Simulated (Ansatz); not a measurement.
Every step of a relaxation of bcc Li (111), 6 layers

DFT, PBEsol, PAW with Ansatz's default frozen-core files, scalar-relativistic (Ansatz 0.2.0); a Γ-centred 8×8×1 k mesh, Fermi–Dirac smearing of 0.08 eV, no spin polarisation. The run relaxes the atoms in the fixed cell.

Command: `ansatz run input.yaml --threads 2 --pin off --max-ram 4096MiB --backend cpu --events-out ev --progress --plain --runs-dir out` It took 31 s on 2 threads of Arm Neoverse N1, with other jobs on the host, peak memory 0.53 GiB.

```yaml
crystal:
  lattice:
    - [4.8503675482, 0.0, 0.0]
    - [-2.4251837741, 4.2005415145, 0.0]
    - [0.0, 0.0, 24.9504]
  atoms:
    - { symbol: Li, position: [0.1666666665, 0.3333333335, 0.4007954651] }
    - { symbol: Li, position: [0.5000000005, 0.9999999995, 0.440477279] }
    - { symbol: Li, position: [0.8333333335, 0.6666666665, 0.4801590929] }
    - { symbol: Li, position: [0.1666666665, 0.3333333335, 0.5198409068] }
    - { symbol: Li, position: [0.5000000005, 0.9999999995, 0.559522721] }
    - { symbol: Li, position: [0.8333333335, 0.6666666665, 0.5992045349] }
kpoints:
  mp_grid: { grid: [8, 8, 1] }
scf:
  occupations: { method: fermi_dirac, width: 0.08 }
hamiltonian:
  xc: pbesol
  pseudopotentials: { kind: paw }
output:
  forces: true
  stress: true
  eigenvalues: true
relax:
  f_tol: 0.01
  max_steps: 40
efield:
  axis: 3
  amplitude: 0
  dipole_correction: true
```

Each step lists its free energy a cell above the last geometry, and Cartesian positions (Å) with forces (eV/Å).

The first step:

```
step 1  dF = 20.73 meV
  Li 0.0000 1.4002 10.0000   0.0000 0.0000 -0.0284
  Li 0.0000 4.2005 10.9901   0.0000 0.0000 0.1791
  Li 2.4252 2.8004 11.9802   0.0000 0.0000 -0.0459
  Li 0.0000 1.4002 12.9702   0.0000 0.0000 0.0459
  Li 0.0000 4.2005 13.9603   0.0000 0.0000 -0.1791
  Li 2.4252 2.8004 14.9504   0.0000 0.0000 0.0284
```

The PAW files were made under PBE.

Question: Where does the relaxation end, and by which steps?

Answer: After 3 geometries, with a shortest distance of 2.763 Å. The further steps:
```
step 2  dF = 2.54 meV
  Li 0.0000 1.4002 10.0160   0.0000 0.0000 0.0078
  Li 0.0000 4.2005 11.1282   0.0000 0.0000 -0.0761
  Li 2.4252 2.8004 11.9499   0.0000 0.0000 -0.0007
  Li 0.0000 1.4002 13.0005   0.0000 0.0000 0.0007
  Li 0.0000 4.2005 13.8222   0.0000 0.0000 0.0761
  Li 2.4252 2.8004 14.9344   0.0000 0.0000 -0.0078
step 3  dF = 0.00 meV
  Li 0.0000 1.4002 10.0124   0.0000 0.0000 -0.0004
  Li 0.0000 4.2005 11.0939   0.0000 0.0000 -0.0003
  Li 2.4252 2.8004 11.9499   0.0000 0.0000 -0.0004
  Li 0.0000 1.4002 13.0005   0.0000 0.0000 0.0004
  Li 0.0000 4.2005 13.8565   0.0000 0.0000 0.0003
  Li 2.4252 2.8004 14.9380   0.0000 0.0000 0.0004
step 4  dF = 0.00 meV  (same geometry, solved once more)
  Li 0.0000 1.4002 10.0124   0.0000 0.0000 -0.0004
  Li 0.0000 4.2005 11.0939   0.0000 0.0000 -0.0003
  Li 2.4252 2.8004 11.9499   0.0000 0.0000 -0.0004
  Li 0.0000 1.4002 13.0005   0.0000 0.0000 0.0004
  Li 0.0000 4.2005 13.8565   0.0000 0.0000 0.0003
  Li 2.4252 2.8004 14.9380   0.0000 0.0000 0.0004
```
